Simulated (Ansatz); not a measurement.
**Ti (hcp, Mg type): frozen-phonon scan**

Ti (hcp, Mg type)

```yaml
crystal:
  lattice:
    - [2.93914, 0.00000, 0.00000]
    - [-1.46957, 2.54537, 0.00000]
    - [0.00000, 0.00000, 4.65010]
  atoms:
    - { symbol: Ti, position: [0.33333, 0.66667, 0.75000] }
    - { symbol: Ti, position: [0.66667, 0.33333, 0.25000] }
```

A phonon eigenvector at Γ is frozen into this cell: atom i moves by Q times the vector below, so Q is the largest atomic displacement, in Å. The cell is held.

```
atom      x      y       z
----  -----  -----  ------
Ti1   0.000  0.000  -1.000
Ti2   0.000  0.000   1.000
```

Level of theory: PBE (plane waves to 420 eV, PAW, scalar-relativistic; Ansatz, a first-principles code). k mesh 18×18×10 (Γ-centred), Fermi-Dirac smearing 0.05 eV. E stands for the smeared free energy. Compression counts positive. With partly filled bands, energies and forces of such displacements shift with the k mesh and the smearing. Ti is run without spin polarisation. Ti was relaxed with its symmetry unable to fall. ΔE is measured from the undisplaced structure.

| Q (Å) | ΔE (meV/cell) | P (GPa) | −dE/dQ from forces (eV/Å) |
|---|---|---|---|
| -0.100 | 80 | 1.8 | 1.883 |
| -0.083 | 53 | 1.3 | 1.452 |
| -0.067 | 32 | 0.8 | 1.071 |
| -0.050 | 17 | 0.4 | 0.736 |
| -0.033 | 7 | 0.2 | 0.443 |
| -0.017 | 2 | 0.0 | 0.199 |
| 0.000 | 0 | 0.0 | 0.000 |
| 0.017 | 2 | 0.0 | -0.199 |
| 0.033 | 7 | 0.2 | -0.443 |
| 0.050 | 17 | 0.4 | -0.736 |
| 0.067 | 32 | 0.8 | -1.071 |
| 0.083 | 53 | 1.3 | -1.452 |
| 0.100 | 80 | 1.8 | -1.883 |

Key numbers:

The energy at Q = 0.100 Å is 80 meV/cell. Space group of the distorted cell: P-3m1 (No. 164), lowered from P6_3/mmc. Symmetry of the curve: even: the same for both signs. Shape of the curve: a single well with its minimum at or next to zero displacement. Harmonic wavenumber from the curvature (finite differences): 180 cm⁻¹. Wavenumber by perturbation theory (DFPT, on another k mesh): 179 cm⁻¹.

(A displaced cell: forces are minus the slopes of the energy, force constants its curvatures, and phonons follow from these.)
